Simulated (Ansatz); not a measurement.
(110) slab cut from the bulk of Au, 15 Å of vacuum:

```yaml
crystal:
  lattice:
    - [2.94022, 0.00000, 0.00000]
    - [0.00000, 4.15809, 0.00000]
    - [0.00000, 0.00000, 23.82065]
  atoms:
    - { symbol: Au, position: [0.50000, 0.50000, 0.31485] }
    - { symbol: Au, position: [0.00000, 0.00000, 0.37657] }
    - { symbol: Au, position: [0.50000, 0.50000, 0.43828] }
    - { symbol: Au, position: [0.00000, 0.00000, 0.50000] }
    - { symbol: Au, position: [0.50000, 0.50000, 0.56172] }
    - { symbol: Au, position: [0.00000, 0.00000, 0.62343] }
    - { symbol: Au, position: [0.50000, 0.50000, 0.68515] }
```

All numbers below come from DFT PBE, scalar-relativistic, plane waves, PAW in Ansatz. Settings: cutoff 420 eV, Γ-centred mesh 12×8×1 on the computed 7-atom cell, Gaussian smearing of 0.10 eV; no spin polarisation. The cell repeats along c with a dipole correction in the vacuum.

This base run converges in 8 iterations with a largest force of 0.437 eV/Å and a work function of 4.98 eV on the top face.

Settings are then changed, some of them on purpose to poor values; changes count from the base run, and γ keeps the base's bulk energy.

Problem. What does each change do? the slab 2 repeats of the bulk cell thinner; k mesh 1×8×1; cutoff 360 eV; occupations gaussian 1.5 eV; field of 0.6 V/Å along c; vacuum of 22 Å; no dipole correction, vacuum of 15 Å.

Solution. 
| change | outcome | SCF iterations | ΔE at zero smearing (meV/atom) | Δγ (J/m²) | Δφ top (eV) | largest force (eV/Å) |
| --- | --- | --- | --- | --- | --- | --- |
| the slab 2 repeats of the bulk cell thinner | converged | 7 | +88.8 | +0.019 | +0.01 | 0.468 |
| k mesh 1×8×1 | converged | 13 | -1628.2 | -7.468 | +0.70 | 0.949 |
| cutoff 360 eV | converged (cutoff below recommended) | 8 | +2.4 |  | 0.00 | 0.437 |
| occupations gaussian 1.5 eV | converged | 8 | +42.8 | +0.196 | +0.11 | 0.469 |
| field of 0.6 V/Å along c | converged | 9 | -19.9 |  |  | 0.438 |
| vacuum of 22 Å | converged | 8 | 0.0 | 0.000 | 0.00 | 0.437 |
| no dipole correction, vacuum of 15 Å | converged | 8 | 0.0 | 0.000 |  | 0.437 |

Settings at which electrons spill into the vacuum are left out.

Spin-orbit coupling is left out, which matters for the bands of heavy elements.
